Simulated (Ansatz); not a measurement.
## Squeezing Pt (sc type)

```
Pt
1.0
     2.57016    0.00000    0.00000
     0.00000    2.57016    0.00000
     0.00000    0.00000    2.57016
Pt
1
Direct
  0.00000 0.00000 0.00000
```

The cell comes from a relaxation on PAW files under the same functional, begun from a prototype that needn't be the stable phase.

Its volume is scaled at fixed shape and fractional positions.

Computed with Ansatz 0.2.0; functional LDA, scalar-relativistic. Settings: a Γ-centred 17×17×17 k mesh, Fermi–Dirac smearing of 0.1 eV, no spin polarisation. Methods: LAPW: all electrons, basis error target 1 meV/atom; PAW: frozen-core files, cutoff 420 eV; crystal datasets: all electrons, by PAW datasets that the program makes for each cell; norm-conserving: pseudopotentials, cutoff 1143 eV; PAW (cutoff 1000 eV): frozen-core files, cutoff 1000 eV.

Energies are extrapolated to zero smearing and count from the unscaled cell; pressure is positive in compression; gaps take the mesh and a band path. No temperature or zero-point motion is included.

Spin–orbit coupling is left out, which matters for the heavy atoms. The PAW files were made under PBE. The structure type is held throughout; the real material can change phase at far lower pressure.

| V/V0 | V (Å³/atom) | P LAPW (GPa) | ΔE LAPW (eV/atom) | P PAW − LAPW (GPa) | ΔE PAW − LAPW (meV/atom) |
| --- | --- | --- | --- | --- | --- |
| 1.00 | 16.98 | 0.02 | 0.000 | -0.02 | 0.0 |
| 0.95 | 16.13 | 13.73 | 0.033 | -0.03 | -0.1 |
| 0.85 | 14.43 | 58.0 | 0.385 | -0.04 | -0.4 |
| 0.75 | 12.73 | 140.7 | 1.388 | -0.02 | -0.8 |
| 0.65 | 11.04 | 299.7 | ? | 0.09 | -0.4 |
| 0.55 | 9.34 | 621.2 | 8.295 | 0.41 | 1.9 |
| 0.45 | 7.64 | 1326 | 18.098 | 1.76 | 12.4 |
| 0.40 | 6.79 | 1989 | 26.750 | 1.41 | 22.6 |

Question: What belongs in the row "0.65", column "ΔE LAPW (eV/atom)"?

Answer: 3.625.

Question: Fit the Vinet equation to the LAPW pressures over the whole range, with residuals weighted by 1/(|P| + 0.03·Pmax).

Answer: V0 = 17.00 Å³/atom, B0 = 224 GPa and B0′ = 5.55, and the fit misses no point by more than 11 GPa. A fit over so wide a range pins B0 less well than one near rest.

Question: At the smallest volume, how far do crystal datasets and norm-conserving and PAW (cutoff 1000 eV) lie from LAPW in pressure?

Answer: crystal datasets: -0.01 GPa; norm-conserving: -4.92 GPa; PAW (cutoff 1000 eV): +0.70 GPa, on a LAPW pressure of 1989 GPa.

Question: How do the Löwdin populations by LAPW change from the unscaled cell to the last row?

Answer: Pt 5s 1.98 → 1.90, Pt 6s 1.06 → 0.97, Pt 5d 8.86 → 8.96 electrons an atom. These are projections on the shells that the free atoms fill; 0.11 e a cell lies outside them at the start and 0.21 e at the end.
